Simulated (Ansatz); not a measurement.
Here is the system:

HfO₂:
```
CELL_PARAMETERS angstrom
      3.53744     0.00000     0.00000
      0.00000     3.53744     0.00000
      0.00000     0.00000     5.10350
ATOMIC_POSITIONS crystal
  Hf 0.50000 0.50000 0.50000
  Hf 0.00000 0.00000 0.00000
  O  0.00000 0.50000 0.70359
  O  0.00000 0.50000 0.20359
  O  0.50000 0.00000 0.79641
  O  0.50000 0.00000 0.29641
```

This is the LDA-relaxed structure.

**Question.** All from LDA (plane waves, PAW; program Ansatz), unless another level is named. Give the static dielectric constant ε0 (ions relaxed, cell fixed).

**Answer.** 76.2 (xx = yy), 18.1 (zz).

**Question.** Next, the Born charges (a third of the trace)?

**Answer.** Hf +5.35, O -2.68 e.

**Question.** And the electronic dielectric constant ε∞ (DFPT)?

**Answer.** 5.37 (xx = yy), 4.90 (zz).

Space group P4_2/nmc. This is a known high-temperature phase of the composition, computed here at zero pressure and temperature. The cell was relaxed with LDA under the symmetry of its start; its stability against distortions is not shown here. The run is not spin-polarised. Spin–orbit coupling is left out wherever it is not named.

Potentials: the earlier of the program's two PAW sets. The files were generated under PBE; for other functionals the program regenerates the frozen cores, and for LDA and PBEsol the local potential too.
